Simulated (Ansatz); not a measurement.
A relaxation computed with Ansatz, from input to last step.

```yaml
crystal:
  lattice:
    - [-1.8776472552, 1.8776472552, 3.1402261769]
    - [1.8776472552, -1.8776472552, 3.1402261769]
    - [1.8776472552, 1.8776472552, -3.1402261769]
  atoms:
    - { symbol: "Y", position: [0.0, 0.0, 0.0] }
    - { symbol: C, position: [0.3959866841, 0.3959866841, 0.0] }
    - { symbol: C, position: [0.6040133159, 0.6040133159, 0.0] }
basis:
  ecutwfc: 500
kpoints:
  mp_grid: { grid: [16, 16, 16] }
hamiltonian:
  xc: r2scan
scf:
  occupations: { method: gaussian, width: 0.1 }
output:
  forces: true
  stress: true
  eigenvalues: true
relax:
  adjacent_minimum: "off"
  f_tol: 0.01
  max_steps: 30
  cell: { stress_tol: 0.1, fix: [volume] }
```

```bash
ansatz run input.yaml --threads 1 --pin off --max-ram 2560MiB --backend cpu --events-out ev --progress --plain --runs-dir out
```

The calculation used DFT r2SCAN, scalar-relativistic, plane waves, PAW (Ansatz 0.2.0).

The volume is held at 1.06 times that of the relaxed cell.

Of 4 frames 3 are shown, positions in Å and forces in eV/Å; the SCF threshold varies from step to step. Steps run on the plane waves of an earlier cell, with a Pulay correction in the pressure. The basis is chosen afresh for the last frame, the zero of the energies, and at times for earlier ones too; energy and pressure step there, also at an unchanged geometry.

```xyz
3
Lattice="-1.8776 1.8776 3.1402 1.8776 -1.8776 3.1402 1.8776 1.8776 -3.1402" Properties=species:S:1:pos:R:3:forces:R:3 pbc="T T T" step=1 free_energy_over_end_meV_per_atom=1.48 pressure_GPa=-6.91
Y     0.0000    0.0000    0.0000    0.0000    0.0000    0.0000
C     0.0000    0.0000    2.4870    0.0000    0.0000    0.6171
C     0.0000    0.0000    3.7935    0.0000    0.0000   -0.6171
3
Lattice="-1.8837 1.8837 3.1199 1.8837 -1.8837 3.1199 1.8837 1.8837 -3.1199" Properties=species:S:1:pos:R:3:forces:R:3 pbc="T T T" step=2 free_energy_over_end_meV_per_atom=0.23 pressure_GPa=-5.92
Y     0.0000    0.0000    0.0000    0.0000    0.0000    0.0000
C     0.0000    0.0000    2.4708    0.0000    0.0000    0.2241
C     0.0000    0.0000    3.7691    0.0000    0.0000   -0.2241
3
Lattice="-1.8818 1.8818 3.1263 1.8818 -1.8818 3.1263 1.8818 1.8818 -3.1263" Properties=species:S:1:pos:R:3:forces:R:3 pbc="T T T" step=4 free_energy_over_end_meV_per_atom=0.00 pressure_GPa=-5.80
Y     0.0000    0.0000    0.0000    0.0000    0.0000    0.0000
C     0.0000    0.0000    2.4787    0.0000    0.0000    0.0070
C     0.0000    0.0000    3.7738    0.0000    0.0000   -0.0070
```

It took 3.3 min on 1 thread of Intel(R) Xeon(R) Processor @ 2.50GHz (Skylake/Cascade Lake), with other jobs on the host, peak memory 0.69 GiB.